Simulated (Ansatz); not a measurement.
In2GaP3 as one 6-atom ordering (P3m1) on the zincblende lattice at its r2SCAN geometry, run in the plane-wave code Ansatz at 2 levels of theory. Note: simulated data, non-magnetic, for a generated structure that need not be the stable one.

The HSE06 input:
```yaml
crystal:
  lattice:
    - [4.0705851211, 0.0, 0.0]
    - [-2.0352925605, 3.5252301231, 0.0]
    - [0.0, 0.0, 9.9997414922]
  atoms:
    - { symbol: Ga, position: [0.0, 0.0, 0.0009124447] }
    - { symbol: In, position: [0.6666666667, 0.3333333333, 0.6736664668] }
    - { symbol: In, position: [0.3333333333, 0.6666666667, 0.3274886933] }
    - { symbol: P, position: [0.6666666667, 0.3333333333, 0.9295554605] }
    - { symbol: P, position: [0.3333333333, 0.6666666667, 0.5818573287] }
    - { symbol: P, position: [0.0, 0.0, 0.2365196061] }
kpoints:
  mp_grid: { grid: [6, 6, 2] }
  band_path:
    path:
      - [0.0, 0.0, 0.0]
      - [0.5, 0.0, 0.0]
      - [0.3333333333, 0.3333333333, 0.0]
      - [0.0, 0.0, 0.5]
      - [0.5, 0.0, 0.5]
      - [0.3333333333, 0.3333333333, 0.5]
    npoints: 1
hamiltonian:
  xc: hse06
scf:
  occupations: { method: fixed }
  n_extra_bands: 5
output:
  forces: true
  stress: true
  eigenvalues: true
  write_density: true
  write_potential: true
  elf: true
  volumetric_format: npy
```

Main results, then, where recorded, the levels near the gap in eV from the Fermi energy (columns number the bands from 0), one row a point of the path (Γ, M, K, A, L, H):
```
Crystal: 6 atoms, lattice volume = 143.494 Å³
Symmetry: 6 space group operations
Space group: P3m1 (ITA 156)
```
```
Basis set: ecut = 420 eV, 2793 PW (Γ)
Bands: 32, of which v1, the nominal top of the filled ones, is band 27 counted from 1 (26 counted from 0)
k-points: 14 of 72 (time reversal used)
Exchange kernel: α = 0.2500, screened, ω = 0.2079 Å⁻¹, Wigner–Seitz truncation, v(0) = 1046.2815 eV·Å³, q-mesh 6×6×2
hybrid outer 1: dexx = +2.275e-2 eV, tail = 4.35e-5 eV
hybrid outer 2: dexx = +1.508e-6 eV, tail = 2.07e-8 eV, Δε = 2.37e-3 eV, ΔF = 3.75e-3 eV/Å
Free energy (F): -17257.425047 eV
Fermi energy:    6.480005 eV
--- Forces (eV/Å), atoms counted from 1 ---
  atom   1  Ga      0.00000      0.00000    -0.02882
  atom   2  In      0.00000      0.00000      0.00012
  atom   3  In      0.00000      0.00000    -0.00578
  atom   4  P       0.00000      0.00000    -0.04673
  atom   5  P       0.00000      0.00000      0.00849
  atom   6  P       0.00000      0.00000      0.07271
--- Stress (GPa, compression-positive) ---
       -0.027841       0.000000       0.000000
        0.000000      -0.027841       0.000000
        0.000000       0.000000      -0.013367
  P = ⅓ Tr σ = -0.0230 GPa (-0.230 kbar)
```
```tsv
band_24	band_25	band_26	band_27	band_28	band_29
-0.157	0.000	0.000	1.346	2.199	2.828
-2.418	-1.665	-1.472	2.225	2.608	3.304
-2.070	-1.960	-1.816	3.179	3.212	3.228
-0.448	-0.237	-0.237	1.703	2.773	2.979
-2.154	-1.190	-1.091	2.065	2.622	3.088
-2.524	-2.395	-2.335	4.405	4.466	4.505
```

The HSE06 gap is direct at Γ: 1.35 eV.

PBE0. Against the first input these blocks differ (the band path and keys that only write files left aside):
```yaml
hamiltonian:
  xc: pbe0
```

```
Basis set: ecut = 420 eV, 2793 PW (Γ)
Bands: 32, of which v1, the nominal top of the filled ones, is band 27 counted from 1 (26 counted from 0)
k-points: 14 of 72 (time reversal used)
hybrid outer 1: dexx = +3.464e-2 eV, tail = 6.26e-5 eV
hybrid outer 2: dexx = +4.052e-6 eV, tail = 3.64e-8 eV, Δε = 2.95e-3 eV, ΔF = 8.88e-3 eV/Å
hybrid outer 3: dexx = +1.106e-9 eV, tail = 1.06e-9 eV, Δε = 8.78e-5 eV, ΔF = 7.74e-5 eV/Å
Free energy (F): -17256.593203 eV
Fermi energy:    6.146706 eV
--- Forces (eV/Å), atoms counted from 1 ---
  atom   1  Ga      0.00000      0.00000    -0.02438
  atom   2  In      0.00000      0.00000    -0.00150
  atom   3  In      0.00000      0.00000    -0.00804
  atom   4  P       0.00000      0.00000    -0.05033
  atom   5  P       0.00000      0.00000      0.01018
  atom   6  P       0.00000      0.00000      0.07405
--- Stress (GPa, compression-positive) ---
       -0.253901       0.000000       0.000000
        0.000000      -0.253901       0.000000
        0.000000       0.000000      -0.232394
  P = ⅓ Tr σ = -0.2467 GPa (-2.467 kbar)
```
```tsv
band_24	band_25	band_26	band_27	band_28	band_29
-0.156	0.000	0.000	1.959	2.838	3.478
-2.469	-1.699	-1.505	2.876	3.268	3.969
-2.111	-1.997	-1.853	3.841	3.876	3.887
-0.459	-0.247	-0.247	2.334	3.418	3.626
-2.200	-1.211	-1.112	2.708	3.280	3.745
-2.576	-2.445	-2.386	5.096	5.155	5.188
```

The PBE0 gap is direct at Γ: 1.96 eV. The mean stress, -0.2 GPa, is small, and the program warns that its thresholds are loose for a hybrid's stress.

Totals of different functionals can't be compared.

Spin-orbit coupling is left out.

The meshes of the hybrids are coarse, so their gaps aren't converged to the digits shown.
